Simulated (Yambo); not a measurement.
Yambo run on ZnO (wurtzite, space group P6_3mc, No. 186). The wavefunctions are PBE (Quantum ESPRESSO, PseudoDojo norm-conserving, 84 Ry, no spin-orbit coupling) ones on a 6×6×4 mesh (26 occupied bands); a = b = 3.237 Å, c = 5.222 Å, α = β = 90.00°, γ = 120.00°.

Yambo input:

```
rim_cut
gw0
dyson
el_el_corr
HF_and_locXC
cohsex
em1s
RandQpts= 1000000
RandGvec= 1 Ry
EXXRLvcs= 84 Ry
VXCRLvcs= 336 Ry
Chimod= "HARTREE"
% BndsRnXs
 9 | 125 |
%
NGsBlkXs= 10 Ry
% LongDrXs
 1.0 | 1.0 | 1.0 |
%
ExtendOut
% QPkrange
 1 | 1 | 26 | 27 |
%
```

k points by index: 1 = Γ.

Resulting energies as the program prints them:

```
#    K-point    Band    Eo [eV]    E [eV]    E-Eo [eV]    Vxc [eV]    Vnlxc [eV]    Sc|Eo [eV]    Re(Z)    Im(Z)
#
    1    26    0.000000    -2.616516    -2.616516    -25.18802    -30.83847    3.033929    1.000000    0.000000
    1    27    0.869019    -0.077442    -0.946462    -12.62380    -9.116394    -4.453871    1.000000    0.000000
```
(The two width columns are left out.) Convergence of these settings isn't established.

Geometry of the Materials Project entry, not relaxed at this level.
